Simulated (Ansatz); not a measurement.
ZrB2 (AlB2 type, space group P6/mmm)

```
CELL_PARAMETERS angstrom
      3.16770     0.00000     0.00000
     -1.58385     2.74331     0.00000
      0.00000     0.00000     3.55026
ATOMIC_POSITIONS crystal
  Zr 0.00000 0.00000 0.00000
  B  0.33333 0.66667 0.50000
  B  0.66667 0.33333 0.50000
```

Two coordinates are scanned: the volume, and the ratio of the stretch along z (the conventional c axis) to the stretch across it. Atoms keep their fractional coordinates.

Level of theory: r2SCAN (plane waves to 500 eV, PAW, scalar-relativistic; Ansatz, a quantum-chemistry and plane-wave program). k mesh 17×17×13 (Γ-centred), Fermi-Dirac smearing 0.05 eV. E stands for the smeared free energy. Stress and pressure are positive under compression. With partly filled bands, the response to shear is sensitive to the k mesh, so small differences along c/a are uncertain. ZrB2 is run without spin polarisation. ZrB2 was relaxed with its symmetry unable to fall. ΔE is measured from the relaxed starting cell.

ΔE (meV/atom), with V/V₀ across and (c/a)/(c/a)₀ down:

```
(c/a)/(c/a)₀ \ V/V₀  0.920  0.960  1.000  1.040  1.080
-------------------  -----  -----  -----  -----  -----
0.920                  105     62     51     64     98
0.960                   67     25     12     25     59
1.000                   57     13      0     12     44
1.040                   72     27     12     21     51
1.080                  110     62     44     51     78
```

σzz − σxx (GPa), with V/V₀ across and (c/a)/(c/a)₀ down:

```tsv
(c/a)/(c/a)₀ \ V/V₀	0.920	0.960	1.000	1.040	1.080
0.920	30.3	29.0	27.8	26.8	25.8
0.960	14.4	14.2	14.0	14.0	13.9
1.000	-1.9	-0.9	0.0	0.9	1.8
1.040	-17.7	-15.6	-13.6	-11.7	-9.9
1.080	-32.6	-29.5	-26.5	-23.6	-20.9
```

Read from the data:

The modulus against c/a change at fixed volume, (3/4V)·∂²E/∂(ln c/a)² (fit, atoms clamped) is 170 GPa. Lowest place on the grid: V/V₀ = 1.000, (c/a)/(c/a)₀ = 1.000 (0 meV/atom). Highest place on the grid: V/V₀ = 0.920, (c/a)/(c/a)₀ = 1.080 (110 meV/atom).

The 25 points together took roughly 5 core-minutes.

(A scan under strain: stresses follow from slopes of the energy per volume, elastic moduli from its curvatures.)
